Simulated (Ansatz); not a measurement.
Deforming Na

```
CELL_PARAMETERS angstrom
-2.11750 2.11750 2.11750
2.11750 -2.11750 2.11750
2.11750 2.11750 -2.11750
ATOMIC_POSITIONS crystal
Na 0.00000 0.00000 0.00000
```

The structure is an experimental refinement, used without relaxation.

These are results of DFT, PBEsol, all-electron LAPW, scalar-relativistic in Ansatz 0.2.0, not measurements.

Numerical set-up: a Γ-centred 12×12×12 k mesh, Fermi–Dirac smearing of 0.05 eV, basis error target 0.25 meV/atom, no spin polarisation.

The unchanged cell is at -0.32 GPa.

In a metal, stresses and small energies carry noise from the k mesh.

x, y and z are the Cartesian axes of the cell as listed; fractional coordinates follow a strain, and an engineering shear is twice the off-diagonal strain component.

Question: With this change (equal xy, yz and zx engineering shear strains of -2 %), what becomes of the energy and stress?

Answer: Energy change under 1 meV/atom; stress change (xx, yy, zz, yz, xz, xy) 0.00, 0.00, 0.00, 0.09, 0.09, 0.09 GPa, compression positive.

With equal xy, yz and zx engineering shear strains of +1 %: energy change under 1 meV/atom; stress change (xx, yy, zz, yz, xz, xy) 0.00, 0.00, 0.00, -0.04, -0.04, -0.04 GPa, compression positive.

Question: With this change (equal xy, yz and zx engineering shear strains of +3 %), what becomes of the energy and stress?

Answer: Energy change +1 meV/atom; stress change (xx, yy, zz, yz, xz, xy) 0.01, 0.01, 0.01, -0.14, -0.14, -0.14 GPa, compression positive.

Question: With this change (equal xy, yz and zx engineering shear strains of -3 %), what becomes of the energy and stress?

Answer: Energy change +1 meV/atom; stress change (xx, yy, zz, yz, xz, xy) 0.01, 0.01, 0.01, 0.15, 0.15, 0.15 GPa, compression positive.

Question: With this change (equal xy, yz and zx engineering shear strains of -1 %), what becomes of the energy and stress?

Answer: Energy change under 1 meV/atom; stress change (xx, yy, zz, yz, xz, xy) 0.00, 0.00, 0.00, 0.04, 0.04, 0.04 GPa, compression positive.

Question: With this change (equal xy, yz and zx engineering shear strains of +2 %), what becomes of the energy and stress?

Answer: Energy change under 1 meV/atom; stress change (xx, yy, zz, yz, xz, xy) 0.00, 0.00, 0.00, -0.08, -0.08, -0.08 GPa, compression positive.
